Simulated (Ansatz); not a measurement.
With the program Ansatz at the PBEsol level (PAW), CoPtAu in the trigonal phase (P3m1; Co on 1a, Pt on 1b, Au on 1c) relaxes to a = 2.749 Å, c = 6.613 Å. Co has 12 nearest neighbours from 2.56 Å (cuboctahedral); Au has 12 nearest neighbours from 2.67 Å (cuboctahedral). Against the elements it lies at 0.100 eV/atom, with no fitted shifts.

Electronic character: metallic (no gap). The magnetic state found is ferromagnetic. The net moment is 0.71 μB per atom.

The bulk modulus is 214 GPa.

The start of the workflow was typed in or built on a structure type; neither database checked (COD, Materials Project) lists it. Whether it is the stable phase at ambient conditions was not checked. The PBEsol relaxation kept the symmetry of its start; whether a distortion lowers the energy is not shown. Spin order of the final state: ferromagnetic, the only order run, not a proven ground state. Axis ratios of metals converge slowly with the k-mesh, so a and c are less sure than the volume. The references are the lowest solids computed at this level, not always the standard phases. Scalar-relativistic: spin–orbit coupling is off unless named, which matters more the heavier the elements.

Potentials: the later of the program's two PAW sets.
